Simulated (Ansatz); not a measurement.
Consider the following.

LiNbO₃:
```cif
data_Li2Nb2O6
_chemical_formula_sum 'Li2 Nb2 O6'
_space_group_name_H-M_alt 'P 1'
_space_group_IT_number 1
_cell_length_a 5.54999
_cell_length_b 5.54999
_cell_length_c 5.54999
_cell_angle_alpha 55.747
_cell_angle_beta 55.747
_cell_angle_gamma 55.747
loop_
_space_group_symop_operation_xyz
  'x, y, z'
loop_
_atom_site_label
_atom_site_type_symbol
_atom_site_fract_x
_atom_site_fract_y
_atom_site_fract_z
_atom_site_occupancy
Li1 Li 0.70684 0.70684 0.70684 1
Li2 Li 0.20684 0.20684 0.20684 1
Nb1 Nb 0.98807 0.98807 0.98807 1
Nb2 Nb 0.48807 0.48807 0.48807 1
O1 O 0.63044 0.87799 0.26742 1
O2 O 0.26742 0.63044 0.87799 1
O3 O 0.87799 0.26742 0.63044 1
O4 O 0.13044 0.76742 0.37799 1
O5 O 0.76742 0.37799 0.13044 1
O6 O 0.37799 0.13044 0.76742 1
```

This is the PBE-relaxed structure.

All from PBE in the plane-wave PAW code Ansatz, unless another level is named. Give the band gap.

3.53 eV (indirect).

What about the electron effective mass?

0.64, 1.0, 8.6 mₑ (principal values).

Give the smallest direct gap on the standard path.

3.59 eV.

Give the weight of the conduction-edge state by species (Voronoi cells).

Nb 68 %, O 30 %.

What about the weight of the valence-edge state by species (Voronoi cells)?

O 96 %.

And the valence-band maximum?

on the Γ–T line, 25 % of the way from Γ.

Space group R3c. Symmetry was held in the PBE relaxation. The run is not spin-polarised. Scalar-relativistic: spin–orbit coupling is off unless named, which matters more the heavier the elements.

Potentials: the later of the program's two PAW sets.
